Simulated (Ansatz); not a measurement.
BRh:
```yaml
crystal:
  lattice:
    - [2.70524, 0.00000, 0.00000]
    - [0.00000, 2.70524, 0.00000]
    - [0.00000, 0.00000, 2.70524]
  atoms:
    - { symbol: Rh, position: [0.00000, 0.00000, 0.00000] }
    - { symbol: B, position: [0.50000, 0.50000, 0.50000] }
```

Relaxed with PBE. Special points in fractions of this cell's reciprocal vectors: Γ (0.000, 0.000, 0.000); X (0.000, 0.500, 0.000); M (0.500, 0.500, 0.000); R (0.500, 0.500, 0.500).

Problem. List the band energies nearest the Fermi level at these points for PBE (plane waves, PAW; program Ansatz).

Solution. In eV from the Fermi level; about four levels below and three above (degenerate sets whole), none deeper than 8.9 eV; points with the same levels are listed once.

```csv
k,below,above
Γ,-6.14 -6.14 -1.56 -1.56 -1.56,2.06 2.06 2.06
X,-5.43 -4.29 -4.29 -1.33,0.61 6.80 6.80
M,-4.05 -4.05 -3.05 -3.05 -0.10,3.24 4.17 7.18
R,-8.02 -8.02 -8.02 -2.49,0.01 0.01 5.74 5.74 5.74
```

Space group Pm-3m (CsCl type). A made-up cell: these elements were put on the sites of a structure type; neither database checked (COD, Materials Project) lists it. Whether it is the stable phase at ambient conditions was not checked. The PBE relaxation kept the symmetry of its start; whether a distortion lowers the energy is not shown. No spin polarisation was allowed. Scalar-relativistic: spin–orbit coupling is off unless named, which matters more the heavier the elements.

Potentials: the earlier of the program's two PAW sets.
